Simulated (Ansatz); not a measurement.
Polymorphs of B, each relaxed with plane-wave PAW PBEsol (Ansatz code):

A: diamond (Fd-3m)
a = 4.0315 Å, b = 4.0315 Å, c = 4.0315 Å, α = 90.00°, β = 90.00°, γ = 90.00°

| atom | site | symmetry | x | y | z |
|---|---|---|---|---|---|
| B | 8b | -43m | 0.5000 | 0.5000 | 0.5000 |

B: I4_132
a = 4.633 Å, b = 4.633 Å, c = 4.633 Å, α = 90.00°, β = 90.00°, γ = 90.00°

```csv
atom,site,symmetry,x,y,z
B,8a,.32,0.1250,0.1250,0.1250
```

C: α-B12 (R-3m)
a = 4.8762 Å, b = 4.8762 Å, c = 12.4988 Å, α = 90.00°, β = 90.00°, γ = 120.00°

```json
[
 {"atom": "B", "site": "18h", "symmetry": ".m", "x": "0.2379", "y": "0.1189", "z": "0.1083"},
 {"atom": "B", "site": "18h", "symmetry": ".m", "x": "0.1973", "y": "0.3945", "z": "0.0243"}
]
```

Question: Order them by energy per atom at 0 K (lowest first) at the level PBEsol.

Answer: C (+0 meV/atom), B (+800 meV/atom), A (+975 meV/atom)

Question: Give each one's gap.

Answer: A no gap; B 1.41 eV; C 1.34 eV.

Typed or built starts, not in the databases checked: A; B. Not the usual ambient phase: A; B. Unstable at this level: A. All cells were relaxed under the symmetry of their starts (and spin orders); stability against distortions was not tested throughout.

Energies hold the estimated change up to a 700 eV cutoff; steps of a few meV lie near the error of the meshes.

Potentials: the earlier of the program's two PAW sets. The files were generated under PBE; for other functionals the program regenerates the frozen cores, and for LDA and PBEsol the local potential too.
